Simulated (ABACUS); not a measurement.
Worked example: self-consistent single point of SnO2 (P4_2/mnm, 6 atoms in the cell; from Materials Project mp-856) in ABACUS.

Method: PBE, PseudoDojo 0.5 standard norm-conserving PBE (tails mended) pseudopotentials (plane waves; ABACUS).

```yaml
crystal:
  lattice:
    - [4.76482, 0.00000, 0.00000]
    - [0.00000, 4.76482, 0.00000]
    - [0.00000, 0.00000, 3.20750]
  atoms:
    - { symbol: Sn, position: [0.50000, 0.50000, 0.50000] }
    - { symbol: Sn, position: [0.00000, 0.00000, 0.00000] }
    - { symbol: O, position: [0.19403, 0.80597, 0.50000] }
    - { symbol: O, position: [0.80597, 0.19403, 0.50000] }
    - { symbol: O, position: [0.69403, 0.69403, 0.00000] }
    - { symbol: O, position: [0.30597, 0.30597, 0.00000] }
```

Reference input (self-consistent single point, DFT, PBE, plane waves, PseudoDojo 0.5 standard norm-conserving PBE (tails mended) pseudopotentials): KPT = MP 5 5 7 0 0 0; basis_type = pw; ecutwfc = 84 Ry; smearing_method = gaussian; smearing_sigma = 0.00367493 Ry; potentials = PseudoDojo 0.5 standard norm-conserving PBE (tails mended); symmetry = 1; symmetry_prec = 1e-05; ks_solver = dav_subspace; scf_nmax = 100; scf_thr = 1.0e-09 Ry; mixing_type = broyden. This run's input differs from it in these lines:

```diff
@@ -51,3 +51,3 @@
 MP
-5 5 7 0 0 0
+3 3 5 0 0 0
```

The program printed (abridged):

```
 SELF-CONSISTENT
 -------------------------------------------
                                 init_chg = atomic

 PW ALGORITHM --------------- ION=   1  ELEC=   1--------------------------------

 Density error is 1.55645899707
                          Error Threshold = 0.01
 E_KohnSham     -447.4278693372      -6087.5684669853
 E_Fermi        0.6097251426         8.2957361538

 PW ALGORITHM --------------- ION=   1  ELEC=   2--------------------------------

 Density error is 0.0511501252914
                          Error Threshold = 0.00299319037897
 E_KohnSham     -447.7151418244      -6091.4770096899
   [... lines left out ...]

 Density error is 1.55774144478e-09
                          Error Threshold = 1.17726936316e-11
 E_KohnSham     -447.7167825540      -6091.4993329613
 E_Fermi        0.7199412760         9.7953035793

 PW ALGORITHM --------------- ION=   1  ELEC=  10--------------------------------

 Density error is 2.98804411405e-11
                          Error Threshold = 2.99565662459e-12
 E_KohnSham     -447.7167825541      -6091.4993329633
 E_KS(sigma->0) -447.7167825541      -6091.4993329633
 E_entropy(-TS) -0.0000000000        -0.0000000000
 E_Fermi        0.7199417384         9.7953098702
 charge density convergence is achieved
 final etot is -6091.499333 eV
 EFERMI = 9.7953098702 eV

 STATE ENERGY(eV) AND OCCUPATIONS    NSPIN == 1
   [... 33 lines left out ...]

 TOTAL-FORCE (eV/Angstrom)
                       Sn1         0.0000000000         0.0000000000         0.0000000000
                       Sn2         0.0000000000         0.0000000000         0.0000000000
                        O1         0.0121729516        -0.0121729516         0.0000000000
                        O2        -0.0121729516         0.0121729516         0.0000000000
                        O3         0.0121729516         0.0121729516         0.0000000000
                        O4        -0.0121729516        -0.0121729516         0.0000000000

 TOTAL-STRESS (KBAR)
        60.9899128101         0.0000000000         0.0000000000
         0.0000000000        60.9899128101         0.0000000000
         0.0000000000         0.0000000000        72.7139394321
 TOTAL-PRESSURE: 64.897922 KBAR

 --------------------------------------------
 !FINAL_ETOT_IS -6091.4993329632534369 eV
 --------------------------------------------
```

The run converged in 10 iterations. Against the reference run the free energy goes up by 1.1 meV/atom, the pressure moves little (6.56 to 6.49 GPa) and the largest force hardly changes (0.018 to 0.017 eV/Å).

This run is one point of a test of settings, so its values need not be converged; read them against the reference run alone. The structure comes from a collection of computed structures, made at another level of theory; the collection holds predicted forms beside known ones.

Cost on one core: about 24 core-seconds (a rough figure).

“Tails mended”: in these copies of the files the far tail of each local potential was reset to the Coulomb form.
